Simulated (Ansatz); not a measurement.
Suppose Sc2W takes space group P6/mmm (No. 191), with Sc on 2e and 2c; W on 2d. The cell of Sc2W is invented: ordered superstructure of omega (sublattice all; occupants of the shared sites, in ratio, Sc: 4, W: 2).

Computed with Ansatz, DFT PBE, scalar-relativistic, plane waves, PAW. Cutoff 420 eV, Γ-centred mesh, Gaussian smearing, no spin polarisation.

The zero of energy is the elements' standard structures at the same level; no fitted shifts are applied.

Q: Predict the relaxed structure.

A:

Space group P6/mmm (No. 191). a = 4.792 Å, b = 4.792 Å, c = 6.063 Å, α = 90.00°, β = 90.00°, γ = 120.00°
| atom | site | symmetry | x | y | z |
| --- | --- | --- | --- | --- | --- |
| Sc | 2e | 6mm | 0.0000 | 0.0000 | 0.7374 |
| Sc | 2c | -6m2 | 0.3333 | 0.6667 | 0.0000 |
| W | 2d | -6m2 | 0.3333 | 0.6667 | 0.5000 |

Around Sc on a site of symmetry 6mm lie 1 Sc at 2.88 Å, 6 W at 3.12 Å and 7 Sc at 3.18–3.19 Å; Sc on a site of symmetry -6m2 has 3 Sc at 2.77 Å, 2 W at 3.03 Å and 6 Sc at 3.19 Å; W has 3 W at 2.77 Å and 8 Sc at 3.03–3.12 Å. Another local minimum with the same sites may exist.

Q: And its energy and gap?

A: The energy over the elements is +0.29 eV/atom and the gap on the 12×12×6 mesh of the 6-atom cell is 0 eV (a metal). It can't be a ground state, since the elements alone are lower.

The last run used Gaussian smearing of 0.10 eV. These runs have no spin–orbit coupling, which can matter for W. Symmetry constrained the relaxation, so the result can be a saddle point.
